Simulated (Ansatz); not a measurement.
**CdTe with potassium replacing Cd: gradients before and after relaxing the atoms**

Start: a supercell of CdTe (zinc blende type, F-43m) built from an entry of the Crystallography Open Database (COD) (the entry's cell lengths or inner coordinates differ somewhat from later room-temperature determinations), with all atoms left at the host's positions.

```cif
data_KCd26Te27
_symmetry_space_group_name_H-M 'F-43m'
_symmetry_Int_Tables_number 216
_cell_length_a 19.2300
_cell_length_b 19.2300
_cell_length_c 19.2300
_cell_angle_alpha 90.000
_cell_angle_beta 90.000
_cell_angle_gamma 90.000
loop_
_atom_site_label
_atom_site_type_symbol
_atom_site_symmetry_multiplicity
_atom_site_Wyckoff_symbol
_atom_site_fract_x
_atom_site_fract_y
_atom_site_fract_z
K K 4 a 0.0000 0.0000 0.0000
Cd2 Cd 48 h 0.1667 0.0000 0.1667
Cd5 Cd 16 e 0.3333 0.8333 0.1667
Cd9 Cd 16 e 0.6667 0.6667 0.3333
Cd15 Cd 24 f 0.5000 0.6667 0.5000
Te28 Te 16 e 0.0833 0.9167 0.0833
Te29 Te 24 g 0.2500 0.9167 0.2500
Te33 Te 48 h 0.5833 0.7500 0.4167
Te41 Te 16 e 0.4167 0.5833 0.4167
Te54 Te 4 c 0.7500 0.2500 0.7500
```

One atom of each set is listed; the run and its k-mesh use a cell of 54 atoms with edges of 13.60, 13.60, 13.60 Å.

Method: Kohn–Sham DFT in Ansatz, PBE, plane waves and PAW, scalar-relativistic, 420 eV cutoff, Γ-centred 2×2×2 k-points, Fermi–Dirac smearing 0.01 eV, cell charge -1.

The largest force at the start is 1.9 eV/Å. Relaxing the ions at fixed cell moves them by 0.264 Å at most (atom 28, Te) and 0.073 Å rms.

```
site  moved (Å)             first shell before              first shell after  V_zz before (10²¹ V/m²)  η before
   K      0.000                 4 Te at 2.78 Å                 4 Te at 3.04 Å                     0.00         –
 Cd2      0.028                 4 Te at 2.78 Å            4 Te at 2.72–2.78 Å                    -1.43      0.74
 Cd5      0.013                 4 Te at 2.78 Å            4 Te at 2.77–2.78 Å                     0.45      0.00
 Cd9      0.006                 4 Te at 2.78 Å            4 Te at 2.77–2.78 Å                     0.31      0.00
Cd15      0.006                 4 Te at 2.78 Å                 4 Te at 2.78 Å                    -0.17      0.87
Te28      0.264  1 K at 2.78 Å, 3 Cd at 2.78 Å  3 Cd at 2.72 Å, 1 K at 3.04 Å                    -34.3      0.00
Te29      0.001                 4 Cd at 2.78 Å            4 Cd at 2.75–2.77 Å                    -3.59      0.28
Te33      0.004                 4 Cd at 2.78 Å            4 Cd at 2.77–2.78 Å                     1.59      0.55
Te41      0.004                 4 Cd at 2.78 Å                 4 Cd at 2.78 Å                    -0.40      0.00
```

Question: How do the gradients change?

Answer: 

```tsv
site	V_zz after	η after	change of V_zz
K	0.00	–	0.00
Cd2	2.26	0.96	–
Cd5	0.89	0.00	+0.44
Cd9	0.56	0.00	+0.25
Cd15	-0.26	0.64	-0.09
Te28	-39.0	0.00	-4.72
Te29	-6.76	0.02	-3.17
Te33	1.44	0.23	-0.15
Te41	-0.75	0.00	-0.35
```

The largest change of V_zz along a kept axis is on Te28, from -34.3 to -39.0. In per cent, |V_zz| changes by -9 to +88 on Te (all sites that start above 0.5, bar those whose gradient vanishes or changes sign or whose main axis turns by over 40°). Where |V_zz| stays above 0.1 and the axes keep their order, η moves most on Te33, from 0.55 to 0.23. On Cd2 the largest principal value lies along another axis in the second run, so the two V_zz can't be compared directly. Other sites without a gradient aren't listed.

The defect repeats with the cell of 54 atoms, so it feels its images: sites between two images don't show the values beside a lone defect, and zeros or small values of η there can come from the images' arrangement. A uniform background compensates the cell's charge. Without spin–orbit coupling the gradients at and beside Te can be off by some per cent, at some sites by more.
Before: With a gap of 0.9 eV on this mesh, small gradients can still move by 0.1 × 10²¹ V/m² or more as the k-mesh gets denser. The neighbours have not yet relaxed around the defect (largest force 1.9 eV/Å), so a real crystal will differ.
After: The relaxation keeps the site symmetry -43m of the start, so the impurity can't leave its site; a start off the site could end lower. With a gap of 0.8 eV on this mesh, small gradients can still move by 0.1 × 10²¹ V/m² or more as the k-mesh gets denser.
